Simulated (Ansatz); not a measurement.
Si3N4:
```
CELL_PARAMETERS angstrom
     -3.22734     3.22734     3.22734
      3.22734    -3.22734     3.22734
      3.22734     3.22734    -3.22734
ATOMIC_POSITIONS crystal
  N  0.56149 0.56149 0.56149
  N  0.43851 0.50000 0.00000
  N  0.50000 0.00000 0.93851
  N  0.00000 0.43851 0.50000
  N  0.93851 0.50000 0.00000
  N  0.06149 0.06149 0.06149
  N  0.00000 0.93851 0.50000
  N  0.50000 0.00000 0.43851
  Si 0.25000 0.12500 0.87500
  Si 0.87500 0.25000 0.12500
  Si 0.75000 0.37500 0.62500
  Si 0.62500 0.75000 0.37500
  Si 0.12500 0.87500 0.25000
  Si 0.37500 0.62500 0.75000
```

Relaxed with PBEsol.

Problem. Which orbitals make up the states near the band edges in plane-wave PAW PBEsol (Ansatz code)?

Solution. Top 1 eV of the valence band: N 2p 93 %. Bottom 1 eV of the conduction band: Si 3p 53 %, N 2s 13 %, N 2p 8 %, Si 3s 7 %, outside the projected shells 20 %. Projections are on Löwdin-orthogonalised atomic valence shells; empty p or d shells of many metals are not among them.

Problem. Tabulate the density of states.

Solution. States/eV per cell of 14 atoms, in 0.25 eV bins, energy from the valence-band maximum.

| E (eV) | total | N 2p | Si 3p | N 2s |
|---|---|---|---|---|
| -7.85 | 4.11 | 2.36 | 0.68 | 0.31 |
| -7.60 | 3.20 | 1.87 | 0.53 | 0.25 |
| -7.35 | 2.66 | 1.58 | 0.43 | 0.22 |
| -7.10 | 2.19 | 1.32 | 0.36 | 0.18 |
| -6.85 | 2.25 | 1.38 | 0.40 | 0.17 |
| -6.60 | 4.82 | 3.05 | 1.34 | 0.15 |
| -6.35 | 5.63 | 3.57 | 1.45 | 0.24 |
| -6.10 | 5.70 | 3.68 | 1.46 | 0.20 |
| -5.85 | 4.65 | 3.08 | 1.18 | 0.13 |
| -5.60 | 6.08 | 4.14 | 1.48 | 0.21 |
| -5.35 | 6.77 | 4.64 | 1.52 | 0.33 |
| -5.10 | 7.59 | 5.33 | 1.65 | 0.34 |
| -4.85 | 7.49 | 5.40 | 1.62 | 0.25 |
| -4.60 | 6.11 | 4.50 | 1.27 | 0.18 |
| -4.35 | 8.52 | 6.37 | 1.71 | 0.21 |
| -4.10 | 7.55 | 5.79 | 1.44 | 0.13 |
| -3.85 | 4.01 | 3.13 | 0.66 | 0.09 |
| -3.60 | 6.06 | 4.85 | 0.86 | 0.17 |
| -3.35 | 5.77 | 4.75 | 0.78 | 0.08 |
| -3.10 | 6.08 | 5.14 | 0.71 | 0.08 |
| -2.85 | 2.66 | 2.31 | 0.19 | 0.08 |
| -2.60 | 2.51 | 2.21 | 0.14 | 0.08 |
| -2.35 | 6.58 | 5.78 | 0.42 | 0.17 |
| -2.10 | 10.08 | 8.86 | 0.64 | 0.25 |
| -1.85 | 5.30 | 4.71 | 0.25 | 0.15 |
| -1.60 | 3.28 | 2.97 | 0.12 | 0.06 |
| -1.35 | 4.46 | 4.01 | 0.20 | 0.09 |
| -1.10 | 3.40 | 3.05 | 0.17 | 0.06 |
| -0.85 | 3.73 | 3.37 | 0.18 | 0.06 |
| -0.60 | 3.64 | 3.34 | 0.16 | 0.04 |
| -0.35 | 5.14 | 4.78 | 0.20 | 0.03 |
| -0.10 | 8.84 | 8.28 | 0.33 | 0.01 |
| 0.15 | 0.00 | 0.00 | 0.00 | 0.00 |
| 0.40 | 0.00 | 0.00 | 0.00 | 0.00 |
| 0.65 | 0.00 | 0.00 | 0.00 | 0.00 |
| 0.90 | 0.00 | 0.00 | 0.00 | 0.00 |
| 1.15 | 0.00 | 0.00 | 0.00 | 0.00 |
| 1.40 | 0.00 | 0.00 | 0.00 | 0.00 |
| 1.65 | 0.00 | 0.00 | 0.00 | 0.00 |
| 1.90 | 0.00 | 0.00 | 0.00 | 0.00 |
| 2.15 | 0.00 | 0.00 | 0.00 | 0.00 |
| 2.40 | 0.00 | 0.00 | 0.00 | 0.00 |
| 2.65 | 0.00 | 0.00 | 0.00 | 0.00 |
| 2.90 | 0.00 | 0.00 | 0.00 | 0.00 |
| 3.15 | 0.00 | 0.00 | 0.00 | 0.00 |
| 3.40 | 0.00 | 0.00 | 0.00 | 0.00 |
| 3.65 | 0.00 | 0.00 | 0.00 | 0.00 |
| 3.90 | 0.13 | 0.01 | 0.07 | 0.02 |
| 4.15 | 3.17 | 0.21 | 1.63 | 0.42 |
| 4.40 | 3.03 | 0.22 | 1.60 | 0.38 |
| 4.65 | 4.68 | 0.38 | 2.52 | 0.58 |
| 4.90 | 4.29 | 0.41 | 2.20 | 0.54 |
| 5.15 | 2.24 | 0.25 | 0.97 | 0.37 |
| 5.40 | 2.48 | 0.27 | 1.00 | 0.48 |
| 5.65 | 3.79 | 0.42 | 1.55 | 0.74 |
| 5.90 | 6.32 | 0.74 | 2.65 | 1.23 |
| 6.15 | 8.70 | 0.97 | 3.75 | 1.75 |
| 6.40 | 7.79 | 0.85 | 3.47 | 1.32 |
| 6.65 | 5.61 | 0.63 | 2.68 | 0.82 |
| 6.90 | 5.93 | 0.73 | 2.92 | 0.74 |
| 7.15 | 5.30 | 0.68 | 2.57 | 0.66 |
| 7.40 | 5.59 | 0.75 | 2.61 | 0.70 |
| 7.65 | 4.93 | 0.65 | 2.14 | 0.60 |
| 7.90 | 7.78 | 1.15 | 3.49 | 0.63 |
| 8.15 | 7.30 | 1.24 | 2.89 | 0.63 |
| 8.40 | 6.34 | 1.13 | 2.48 | 0.50 |
| 8.65 | 9.87 | 1.81 | 3.41 | 0.61 |

Space group I-43d. The workflow started from an entry of the Crystallography Open Database (COD), which files this formula under 4 space groups. It is not the phase usual at ambient conditions (space group No. 176). The cell was relaxed with PBEsol under the symmetry of its start; phonons on a q-mesh show no instability.

Potentials: the earlier of the program's two PAW sets.
